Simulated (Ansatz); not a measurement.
ZrIr$_{2}$ (cubic Laves, MgCu2 type)

```
ZrIr2
1.0
    0.00000     3.67323     3.67323
    3.67323     0.00000     3.67323
    3.67323     3.67323     0.00000
Zr Ir
2 4
Direct
  0.50000   0.50000   0.50000
  0.75000   0.75000   0.75000
  0.62500   0.12500   0.12500
  0.12500   0.12500   0.62500
  0.12500   0.62500   0.12500
  0.12500   0.12500   0.12500
```

Two coordinates are scanned: the volume, and the ratio of the stretch along z (the conventional c axis) to the stretch across it. Atoms keep their fractional coordinates.

The numbers are results of PBEsol (plane waves to 420 eV, PAW, scalar-relativistic; Ansatz, a first-principles code), not measurements. k mesh 11×11×11 (Γ-centred), Fermi-Dirac smearing 0.05 eV. The energy includes the smearing's −TS. With partly filled bands, the response to shear is sensitive to the k mesh, so small differences along c/a are uncertain. Spin-orbit coupling is left out, though Ir is heavy. ZrIr2 is run without spin polarisation. ZrIr2 was relaxed with its symmetry unable to fall. ΔE is measured from the relaxed starting cell.

Task: Predict the ΔE (meV/atom) at all points of the grid V/V₀ = 0.920, 0.947, 0.973, 1.000, 1.027, 1.053, 1.080 by (c/a)/(c/a)₀ = 0.920, 0.947, 0.973, 1.000, 1.027, 1.053, 1.080.

Result: ΔE (meV/atom), with V/V₀ across and (c/a)/(c/a)₀ down:

```
(c/a)/(c/a)₀ \ V/V₀  0.920  0.947  0.973  1.000  1.027  1.053  1.080
-------------------  -----  -----  -----  -----  -----  -----  -----
0.920                  165    101     64     51     57     80    119
0.947                  131     69     34     22     30     55     95
0.973                  111     50     16      5     14     41     81
1.000                  104     44     10      0      9     36     77
1.027                  110     50     16      5     14     40     81
1.053                  128     66     32     20     28     53     93
1.080                  156     93     56     43     50     73    112
```

(A scan under strain: stresses follow from slopes of the energy per volume, elastic moduli from its curvatures.)
